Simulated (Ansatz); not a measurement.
The relaxed structure here is a generated cell of AlN: the first start was made by placing the elements on the sites of a structure type, and the end was not matched to a known phase here, so it may be hypothetical. Known forms of AlN include space group No. 186, 216.

A relaxed structure of AlN. Space group P2/c (No. 13). All values below come from PBE (plane waves to 420 eV, PAW, scalar-relativistic; Ansatz, a program for electronic structure).

```cif
data_Al4N4
_chemical_formula_sum 'Al4 N4'
_space_group_name_H-M_alt 'P 1'
_space_group_IT_number 1
_cell_length_a 5.20073
_cell_length_b 2.94362
_cell_length_c 5.08297
_cell_angle_alpha 90.000
_cell_angle_beta 106.925
_cell_angle_gamma 90.000
loop_
_space_group_symop_operation_xyz
  'x, y, z'
loop_
_atom_site_label
_atom_site_type_symbol
_atom_site_fract_x
_atom_site_fract_y
_atom_site_fract_z
_atom_site_occupancy
Al1 Al 0.00000 0.78044 0.75000 1
Al2 Al 0.00000 0.21956 0.25000 1
Al3 Al 0.50000 0.50000 0.00000 1
Al4 Al 0.50000 0.50000 0.50000 1
N1 N 0.76850 0.28334 0.83680 1
N2 N 0.76850 0.71666 0.33680 1
N3 N 0.23150 0.28334 0.66320 1
N4 N 0.23150 0.71666 0.16320 1
```

Q: What is the computed band gap (PBE)?

A: 1.96 eV, indirect (valence top at k = (0.2, 0, 0.4), conduction bottom at k = (0.1, 0.4375, -0.4)) (no spin-orbit coupling).

Q: Estimate the smallest direct gap that PBE returns for this input.

A: 2.30 eV at Γ.

No spin polarisation in the result.

The run could not lose the symmetry of its start, so the end can be a saddle point.

It was reached from a disturbed copy of a P2/m (No. 10) cell, against which it lies -0.28 eV/atom.
